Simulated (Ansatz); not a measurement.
TaN (rock salt)

```
TaN
1.0
    0.00000     4.39591     4.39591
    2.19795     2.19795     4.39591
    2.19795     2.19795     0.00000
N Ta
2 2
Direct
  0.00000   0.00000   0.00000
  0.50000   0.00000   0.00000
  0.00000   0.50000   0.50000
  0.50000   0.50000   0.50000
```

A phonon eigenvector at X = (0.5, 0.5, 0.0) is frozen into this cell: atom i moves by Q times the vector below, so Q is the largest atomic displacement, in Å. The cell is held. It is one choice among 2 degenerate patterns. (q is in reciprocal vectors of the primitive cell; the cell shown is doubled to hold the pattern.)

```tsv
atom	x	y	z
N1	0.000	-1.000	0.000
N2	0.000	1.000	0.000
Ta3	0.000	0.847	0.000
Ta4	0.000	-0.847	0.000
```

All values below come from r2SCAN (plane waves to 500 eV, PAW, scalar-relativistic; Ansatz, a quantum-chemistry and plane-wave program). k mesh 18×18×18 (Γ-centred), Fermi-Dirac smearing 0.05 eV. The energy includes the smearing's −TS. With partly filled bands, energies and forces of such displacements shift with the k mesh and the smearing. Spin-orbit coupling is left out, though Ta is heavy. TaN is run without spin polarisation. TaN was relaxed with its symmetry unable to fall. The PAW data are Ansatz's earlier set. This is a high-temperature form of TaN. The zero of ΔE is the undisplaced structure.

Successive frames, forces in eV/Å:

| frame | ΔE (meV/cell) | F on N1 | F on N2 | F on Ta3 | F on Ta4 |
|---|---|---|---|---|---|
| Q = 0.000 Å | 0 | (0.000, 0.000, 0.000) | (0.000, 0.000, 0.000) | (0.000, 0.000, 0.000) | (0.000, 0.000, 0.000) |
| Q = 0.046 Å | -12 | (0.000, -0.037, 0.000) | (0.000, 0.037, 0.000) | (0.000, 0.298, 0.000) | (0.000, -0.298, 0.000) |
| Q = 0.092 Å | -51 | (0.000, -0.024, 0.000) | (0.000, 0.024, 0.000) | (0.000, 0.514, 0.000) | (0.000, -0.514, 0.000) |
| Q = 0.138 Å | -81 | (0.000, 0.153, 0.000) | (0.000, -0.153, 0.000) | (0.000, 0.360, 0.000) | (0.000, -0.360, 0.000) |

Question: What are the energy and the forces in the next frame, Q = 0.183 Å?

Answer: ΔE (meV/cell) = -71.

| atom | Fx | Fy | Fz |
|---|---|---|---|
| N1 | 0.000 | 0.418 | 0.000 |
| N2 | 0.000 | -0.418 | 0.000 |
| Ta3 | 0.000 | -0.002 | 0.000 |
| Ta4 | 0.000 | 0.002 | 0.000 |

(A displaced cell: forces are minus the slopes of the energy, force constants its curvatures, and phonons follow from these.)
